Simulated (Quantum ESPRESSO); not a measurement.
pw.x input (Quantum ESPRESSO 7.5; PBEsol, PseudoDojo standard norm-conserving files, fully relativistic):

```
&CONTROL
  calculation = 'scf'
  pseudo_dir = './pseudo'
  outdir = './out'
  tprnfor = .true.
  tstress = .true.
/
&SYSTEM
  ibrav = 0
  nat = 4
  ntyp = 4
  ecutwfc = 102.0
  ecutrho = 408.0
  occupations = 'smearing'
  smearing = 'fd'
  degauss = 0.002
  nbnd = 40
  noncolin = .true.
  lspinorb = .true.
  assume_isolated = '2D'
/
&ELECTRONS
  conv_thr = 4e-10
/
ATOMIC_SPECIES
H 1.0080 H.upf
O 15.9990 O.upf
Cl 35.4500 Cl.upf
Cd 112.4140 Cd.upf
CELL_PARAMETERS angstrom
  3.645970323055   0.000000000000   0.000000000000
 -1.822985161527   3.157502921210   0.000000000000
  0.000000000000   0.000000000000  16.500000000000
ATOMIC_POSITIONS crystal
H   0.000000000000   0.000000000000   0.106317471850
O   0.000000000000   0.000000000000   0.047638904950
Cl   0.333333333333   0.666666666667  -0.106317471850
Cd   0.666666666667   0.333333333333  -0.014919953950
K_POINTS automatic
12 12 1 0 0 0
```

End of the output:

```
     total energy              =    -416.63075687 Ry
     estimated scf accuracy    <       0.00000014 Ry
     total energy              =    -416.63075691 Ry
     estimated scf accuracy    <       0.00000004 Ry
     total energy              =    -416.63075691 Ry
     estimated scf accuracy    <          7.8E-09 Ry
[...]
     the Fermi energy is    -4.1673 ev
!    total energy              =    -416.63075691 Ry
     estimated scf accuracy    <          1.2E-10 Ry
     smearing contrib. (-TS)   =      -0.00000000 Ry
     internal energy E=F+TS    =    -416.63075691 Ry
     The total energy is F=E-TS. E is the sum of the following terms:
     one-electron contribution =   -2233.68840677 Ry
     hartree contribution      =    1113.07112111 Ry
     xc contribution           =     -65.15839001 Ry
     ewald contribution        =     769.14491876 Ry
     convergence has been achieved in  11 iterations
     Forces acting on atoms (cartesian axes, Ry/au):
     atom    1 type  1   force =     0.00000000    0.00000000    0.00027042
     atom    2 type  2   force =     0.00000000    0.00000000   -0.00032772
     atom    3 type  3   force =     0.00000000   -0.00000000   -0.00018554
     atom    4 type  4   force =     0.00000000    0.00000000    0.00024283
     Total force =     0.000523     Total SCF correction =     0.000061
     SCF correction compared to forces is large: reduce conv_thr to get better values
```
In a gapped system the printed Fermi energy is only some level inside the gap.

Geometry relaxed with PBEsol.
